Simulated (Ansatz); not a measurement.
TaN (rock salt) is sheared across one {100} plane: the third cell vector gains the shift, so faults repeat every 6.6 Å. The cut lies between planes 2.21 Å apart; the cell height is held.

```yaml
crystal:
  lattice:
    - [3.12332, 0.00000, 0.00000]
    - [0.00000, 3.12332, 0.00000]
    - [1.56166, 1.56166, 6.62556]
  atoms:
    - { symbol: N, position: [0.00000, 0.00000, 0.83333] }
    - { symbol: N, position: [0.33333, 0.33333, 0.16667] }
    - { symbol: N, position: [0.66667, 0.66667, 0.50000] }
    - { symbol: Ta, position: [0.50000, 0.50000, 0.83333] }
    - { symbol: Ta, position: [0.83333, 0.83333, 0.16667] }
    - { symbol: Ta, position: [0.16667, 0.16667, 0.50000] }
```

In-plane vectors a = (3.123, 0.000) Å, b = (0.000, 3.123) Å, area 9.76 Å². The shift is s times the vector a (length 3.123 Å), so s = 1 restores the start. The shift is rigid: no atom relaxes. γ = [E(shift) − E(0)] / area.

Calculation: PBE (plane waves to 420 eV, PAW, scalar-relativistic; Ansatz, a first-principles code). k mesh 13×13×13 (Γ-centred), Fermi-Dirac smearing 0.05 eV. E is the zero-smearing estimate. With partly filled bands, the k mesh leaves noise in γ, roughly 0.02 J/m² as judged from a few cases. Faults lie only 6.6 Å apart, and holding the cell height and the atoms raises γ above its relaxed value. Spin-orbit coupling is left out, though Ta is heavy. TaN is run without spin polarisation. TaN was relaxed with its symmetry unable to fall. This is a high-temperature form of TaN. γ is measured from zero shift. The last digit holds for this mesh only.

```
s      γ (J/m²)
-----  --------
0.000      0.00
0.083      0.05
0.167      0.24
0.250      0.73
0.333  withheld
0.417      2.22
0.500      2.49
0.583      2.22
0.667  withheld
0.750      0.73
0.833      0.24
0.917      0.05
```

Question: Fit a Fourier form (three harmonics of 1 − cos and sin) to the given rows and predict γ at s = 0.333.

Answer: Least squares on the 10 given rows: γ = (1.253)·[1 − cos(2πs)] + (-0.259)·[1 − cos(4πs)], in J/m²; root-mean-square residual 0.009 J/m². At 0.333 the fit gives 1.49 J/m²; the calculation gives 1.52 J/m², so the interpolation is off by -0.03 (-2.0 %). 

(The slope of γ gives the shear force per area between the displaced halves; near zero shift its curvature is an elastic stiffness.)
